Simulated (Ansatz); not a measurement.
**CuPd: computed property card**

CuPd:
Space group R-3m, hexagonal axes (No. 166); a = 2.656 Å, b = 2.656 Å, c = 12.469 Å, α = 90.00°, β = 90.00°, γ = 120.00°

```json
[
 {"atom": "Cu", "site": "3a", "symmetry": "-3m", "x": "0.0000", "y": "0.0000", "z": "0.0000"},
 {"atom": "Pd", "site": "3b", "symmetry": "-3m", "x": "0.0000", "y": "0.0000", "z": "0.5000"}
]
```
(The calculation used a cell of 2 atoms; values per cell refer to that cell.)

Space group R-3m (No. 166); conventional cell a = b = 2.656 Å, c = 12.469 Å, α = β = 90.00°, γ = 120.00°.

Method: the program Ansatz at the LDA level (PAW). The cell and atoms are relaxed at this level. Other levels are named where they apply.

**Cell and energy**

```yaml
volume_per_atom: 12.70 Å³
density: 11.11 g/cm³
Formation energy from the elements (no fitted shifts): -0.076 eV/atom
```

**Electronic structure**

```yaml
electronic_character: metallic (no gap)
Density of states at the Fermi level: 0.46 states/eV per atom (mean over ±0.08 eV)
```

**Mechanics**

```yaml
Bulk modulus (Birch–Murnaghan fit): 206 GPa
Pressure derivative B′: 5.2
```

**Phonons**

```yaml
highest_zone_centre_frequency: 8.01 THz
zone_centre_stability: no imaginary mode at Γ
```

The first step of the workflow began from a Materials Project structure, measured or hypothetical; the Crystallography Open Database copy checked does not list it. COD files the formula under space group No. 221. With Cu and Pd taken as one species the cell has the higher symmetry Fm-3m, so it may be an ordered model of a mixed-site phase. Its standing as an ambient phase is unchecked. The cell was relaxed with LDA under the symmetry of its start. The run is not spin-polarised. As this level gives no gap, phonon frequencies hold no LO–TO term and depend on the k-mesh and smearing (Fermi–Dirac, 0.1 eV here). Axis ratios of metals converge slowly with the k-mesh, so a and c are less sure than the volume. The references are the lowest solids computed at this level, not always the standard phases. Spin–orbit coupling is left out wherever it is not named.

Potentials: the later of the program's two PAW sets.
